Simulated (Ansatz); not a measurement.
Polymorphs of Mg$_{2}$Ge, each relaxed with the program Ansatz at the HSE06 level (PAW):

A: anti-fluorite (Fm-3m)
a = 6.381 Å, b = 6.381 Å, c = 6.381 Å, α = 90.00°, β = 90.00°, γ = 90.00°

```tsv
atom	site	symmetry	x	y	z
Ge	4a	m-3m	0.0000	0.0000	0.0000
Mg	8c	-43m	0.2500	0.2500	0.2500
```

B: Pn-3m
a = b = c = 5.8345 Å, α = β = γ = 90.00°

```tsv
atom	site	symmetry	x	y	z
Mg	4c	.-3m	0.7500	0.7500	0.7500
Ge	2a	-43m	0.0000	0.0000	0.0000
```

Problem. Put the candidates in order of energy per atom at 0 K, lowest first, for HSE06.

Solution. A (+0 meV/atom), B (+591 meV/atom)

Problem. Give each one's gap.

Solution. A 0.52 eV; B 0.28 eV.

Constructed cells (a structure type filled with these elements, in neither database checked): B. All cells were relaxed under the symmetry of their starts (and spin orders); stability against distortions was not tested throughout. Spin–orbit coupling is left out wherever it is not named.

Potentials: the later of the program's two PAW sets.
